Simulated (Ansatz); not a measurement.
Ti$_{2}$O (anti-CdI2 type, P-3m1) at seven volumes, plane-wave PAW LDA (Ansatz code), shape and atoms relaxed at each. One row is withheld.

| V (Å³/atom) | P (GPa) |
|---|---|
| 10.522 | 24.32 |
| 10.869 | 14.90 |
| 11.216 | 6.85 |
| 11.563 | 0.01 |
| 11.909 | -5.78 |
| 12.256 | -10.70 |
| 12.603 | ? |

Question: Fit the shown pressures and predict the withheld one.

Answer: Third-order Birch–Murnaghan: P = (3/2)B₀(x^(7/2) − x^(5/2))[1 + (3/4)(B′ − 4)(x − 1)] with x = (V₀/V)^(2/3). Least squares on the six rows gives V₀ = 11.564 Å³/atom, B₀ = 209.4 GPa, B′ = 4.38. At V = 12.603, x = 0.9443 and P = -14.93 GPa. The run itself gave -14.93 GPa.

The workflow started from a Materials Project entry (that database holds measured and hypothetical structures alike); the Crystallography Open Database files this formula in space group No. 164, but the cells were not matched. Its standing as an ambient phase is unchecked. Symmetry was held in the LDA relaxation; whether a distortion lowers the energy is not shown. The run is not spin-polarised.

Potentials: the later of the program's two PAW sets.
